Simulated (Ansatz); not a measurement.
YCu2:
```
CELL_PARAMETERS angstrom
     -2.12923     3.43318     3.62157
      2.12923    -3.43318     3.62157
      2.12923     3.43318    -3.62157
ATOMIC_POSITIONS crystal
  Y  0.79327 0.54327 0.25000
  Y  0.20673 0.45673 0.75000
  Cu 0.61198 0.16502 0.44696
  Cu 0.38802 0.83498 0.55304
  Cu 0.21806 0.16502 0.05304
  Cu 0.78194 0.83498 0.94696
```

This is the r²SCAN-relaxed structure.

### Question
All from r²SCAN in the plane-wave PAW code Ansatz, unless another level is named. Give the density of states at the Fermi level.

### Answer
0.56 states/eV per atom (mean over ±0.08 eV).

### Question
What about the formation energy from the elements (no fitted shifts)?

### Answer
-0.26 eV/atom.

Space group Imma. The first step of the workflow began from a Materials Project structure, measured or hypothetical; the Crystallography Open Database files this formula in space group No. 74, but the cells were not matched. Whether it is the stable phase at ambient conditions was not checked. The r²SCAN relaxation kept the symmetry of its start; its stability against distortions is not shown here. No spin polarisation was allowed. The references are the lowest solids computed at this level, not always the standard phases. Scalar-relativistic: spin–orbit coupling is off unless named, which matters more the heavier the elements.

Potentials: the later of the program's two PAW sets.
